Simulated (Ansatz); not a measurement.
HfSiO4:
```xyz
12
Lattice="-3.2917 3.2917 2.9835 3.2917 -3.2917 2.9835 3.2917 3.2917 -2.9835" Properties=species:S:1:pos:R:3 pbc="T T T"
Hf     0.0000     0.0000     0.0000
Hf     0.0000     3.2917     1.4917
Si     3.2917     0.0000     1.4917
Si     0.0000     0.0000     2.9835
O      3.2917     2.0752    -1.0854
O      4.5082     0.0000     0.4063
O      0.0000     1.2165     1.8981
O      2.0752     0.0000     0.4063
O      3.2917     1.2165     2.5771
O      1.2165     0.0000     4.0689
O      3.2917    -1.2165     2.5771
O      2.0752     3.2917     1.0854
```

Relaxed with PBEsol. Special points in fractions of this cell's reciprocal vectors: Γ (0.000, 0.000, 0.000); X (0.000, 0.000, 0.500); M (-0.500, 0.500, 0.500); Z (0.455, 0.455, -0.455); Z0 (-0.455, 0.545, 0.455); P (0.250, 0.250, 0.250); N (0.000, 0.500, 0.000).

Question: List the band energies nearest the valence-band maximum at these points for PBEsol (plane waves, PAW; program Ansatz).

Answer: In eV from the valence-band maximum; about four levels below and three above (degenerate sets whole), none deeper than 8.9 eV; points with the same levels are listed once.

```
k                    below                above
-  -----------------------  -------------------
Γ   -0.55 -0.55 -0.54 0.00       5.78 6.01 6.10
X  -0.91 -0.91 -0.59 -0.59  5.39 5.39 6.52 6.52
M  -1.08 -1.08 -0.86 -0.86  6.27 6.27 6.56 6.56
Z  -1.00 -1.00 -0.81 -0.81       6.18 6.36 6.46
P  -1.12 -1.12 -0.49 -0.49  5.39 5.39 6.78 6.78
N  -0.94 -0.82 -0.25 -0.19       5.66 5.81 6.60
```

Space group I4_1/amd. The PBEsol relaxation kept the symmetry of its start. No spin polarisation was allowed. Spin–orbit coupling is left out wherever it is not named.

Potentials: the earlier of the program's two PAW sets. The files were generated under PBE; for other functionals the program regenerates the frozen cores, and for LDA and PBEsol the local potential too.
